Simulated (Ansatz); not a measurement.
# HfB2: field gradients at two levels of theory

Cell: a structure deposited in the COD, whose atoms a relaxation with PBE at fixed cell left in place.

```cif
data_structure
_symmetry_space_group_name_H-M 'P 1'
_symmetry_Int_Tables_number 1
_cell_length_a 3.1400
_cell_length_b 3.1400
_cell_length_c 3.4800
_cell_angle_alpha 90.000
_cell_angle_beta 90.000
_cell_angle_gamma 120.000
_cell_volume 29.71
loop_
_atom_site_label
_atom_site_type_symbol
_atom_site_fract_x
_atom_site_fract_y
_atom_site_fract_z
_atom_site_occupancy
Hf1 Hf 0.00000 0.00000 0.00000 1
B2 B 0.33333 0.66667 0.50000 1
B3 B 0.66667 0.33333 0.50000 1
```

Atoms are numbered from 1 in the order listed; like atoms form one site, named after its first atom.

First run. Computed with Ansatz: DFT, PBE, plane waves and PAW, scalar-relativistic, 420 eV cutoff, Γ-centred 17×17×13 k-points, Fermi–Dirac smearing 0.05 eV.

```json
{"site": "Hf", "atom": "1", "V_zz (10²¹ V/m²)": "10.65", "η": "0.00"}
{"site": "B", "atom": "2", "V_zz (10²¹ V/m²)": "0.047", "η": "0.00"}
```

Second run. The same atoms and settings, except that the functional is r2SCAN and the cutoff is 500 eV.

(1) What does the second run give?

## Answers

(1) 

```csv
site,atom,V_zz,η,change of V_zz
Hf,1,10.62,0.00,-0.03
B,2,0.056,0.00,+0.01
```

No V_zz moves by more than 0.03.

The run finds no gap above 0.1 eV (a metal, or nearly one), so the gradients can move by 10 % or more with the k-mesh. Without spin–orbit coupling the gradients at and beside Hf can be off by some per cent, at some sites by more.
